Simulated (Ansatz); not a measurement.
Space group Pm-3m (No. 221). a = 2.996 Å, b = 2.996 Å, c = 2.996 Å, α = 90.00°, β = 90.00°, γ = 90.00°
```csv
atom,site,symmetry,x,y,z
V,1b,m-3m,0.5000,0.5000,0.5000
Ru,1a,m-3m,0.0000,0.0000,0.0000
```

Equation of state of this VRu structure (not necessarily the ground state), with shape and atoms relaxed at each volume where symmetry leaves them free. It has no gap at any of these volumes. All numbers below come from DFT r2SCAN, scalar-relativistic, plane waves, PAW (Ansatz 0.2.0).

Settings: cutoff 500 eV, Γ-centred mesh 14×14×14 on the computed 2-atom cell, Gaussian smearing of 0.10 eV; collinear spin.

```
V (Å³/atom) E − E(largest V) (meV/atom) P (GPa)
     11.838                       104.71    42.86
     12.241                        14.25    29.36
     12.645                       -44.92    17.87
     13.048                       -77.25     8.13
     13.452                       -87.06    -0.01
     13.855                       -78.21    -6.84
     14.259                       -53.41   -12.63
     14.797                         0.00   -18.73
```

Question: Fit a third-order Birch–Murnaghan equation to E(V).

Answer: V0 = 13.45 Å³/atom, B0 = 249 GPa, B0' = 4.7.

The state reached may not be the lowest one.

Cost: 8 runs of about 6.3 core-minutes in all, on Arm Neoverse V1 (shared hosts).